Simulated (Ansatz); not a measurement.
Bi2Se3 (Bi2Te3 type, space group R-3m)

```xyz
5
Lattice="2.0722 1.1964 9.4818 -2.0722 1.1964 9.4818 0.0000 -2.3928 9.4818" Properties=species:S:1:pos:R:3 pbc="T T T"
Bi     0.0000     0.0000    11.4032
Bi     0.0000     0.0000    17.0423
Se     0.0000     0.0000     0.0000
Se     0.0000     0.0000     5.9884
Se     0.0000     0.0000    22.4571
```

The slice is a (1 -1 0 2) plane (indices of the conventional cell) through the point (0.210, 0.210, 0.210) (fractional), spanned by u = [1 0 -1] and v = [010] in vectors of this cell: u (4.14 Å) and v (9.78 Å, at 90° to u). It covers one period; positions are fractions (u, v).

The numbers are results of PBE-D3(BJ) (plane waves to 420 eV, PAW, scalar-relativistic; Ansatz, a program for electronic structure), not measurements. k mesh 9×9×9. These are valence fields of a PAW run, semicore shells included where kept as valence: close to a nucleus they are smooth pseudo fields. Bi2Se3 was relaxed with its symmetry unable to fall. Spin-orbit coupling is left out, though Bi is heavy. The PAW data are Ansatz's earlier set.

Predict the map of the electrostatic potential energy of an electron, from the cell's mean on the slice.


```tsv
v \ u	0.00	0.12	0.25	0.38	0.50	0.62	0.75	0.88
0.90	x	0.1	5.6	7.1	7.3	7.1	5.6	0.1
0.80	7.5	7.2	5.3	<-1.0	x	<-1.0	5.3	7.2
0.70	6.4	6.1	1.8	x	x	x	1.8	6.1
0.60	1.9	3.1	4.8	4.5	3.6	4.5	4.8	3.1
0.50	0.6	2.2	4.7	6.1	6.5	6.1	4.7	2.2
0.40	4.7	5.3	6.3	6.6	6.6	6.6	6.3	5.3
0.30	6.5	6.2	4.8	2.2	0.6	2.2	4.8	6.2
0.20	6.1	4.9	-0.9	x	x	x	-0.9	4.9
0.10	x	<-1.0	2.2	<-1.0	<-1.0	<-1.0	2.2	<-1.0
0.00	x	x	<-1.0	5.6	6.2	5.6	<-1.0	x
```

Values: electrostatic potential energy of an electron, from the cell's mean, in eV. Points within 1 Å of a nucleus are blanked (x), as the pseudised field means little there. Values under -1 eV are set to -1. The zero, the cell's mean, hangs on the PAW cores.
